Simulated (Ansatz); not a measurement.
Ir in space group P6_3/mmc (No. 194; Ir on 2d, Ir on 4f, Ir on 4e, Ir on 4f) at seven volumes, DFT-r²SCAN in the program Ansatz with PAW potentials, shape and atoms relaxed at each. One row is withheld.

```json
[
 {"V (Å³/atom)": "12.929", "P (GPa)": "45.09"},
 {"V (Å³/atom)": "13.356", "P (GPa)": "?"},
 {"V (Å³/atom)": "13.782", "P (GPa)": "12.41"},
 {"V (Å³/atom)": "14.208", "P (GPa)": "0.00"},
 {"V (Å³/atom)": "14.634", "P (GPa)": "-10.35"},
 {"V (Å³/atom)": "15.061", "P (GPa)": "-18.96"},
 {"V (Å³/atom)": "15.487", "P (GPa)": "-26.10"}
]
```

Fit the shown pressures and predict the withheld one.

P = (3/2)B₀(x^(7/2) − x^(5/2))[1 + (3/4)(B′ − 4)(x − 1)] with x = (V₀/V)^(2/3). Least squares on the six rows gives V₀ = 14.208 Å³/atom, B₀ = 377 GPa, B′ = 5.05. At V = 13.356, x = 1.0421 and P = 27.26 GPa. The run itself gave 27.28 GPa.

The start of the workflow was typed in or built on a structure type; the Crystallography Open Database copy checked does not list it. It is not the phase usual at ambient conditions (space group No. 225). The r²SCAN relaxation kept the symmetry of its start; whether a distortion lowers the energy is not shown. The run is not spin-polarised. Spin–orbit coupling is left out wherever it is not named.

Potentials: the later of the program's two PAW sets.
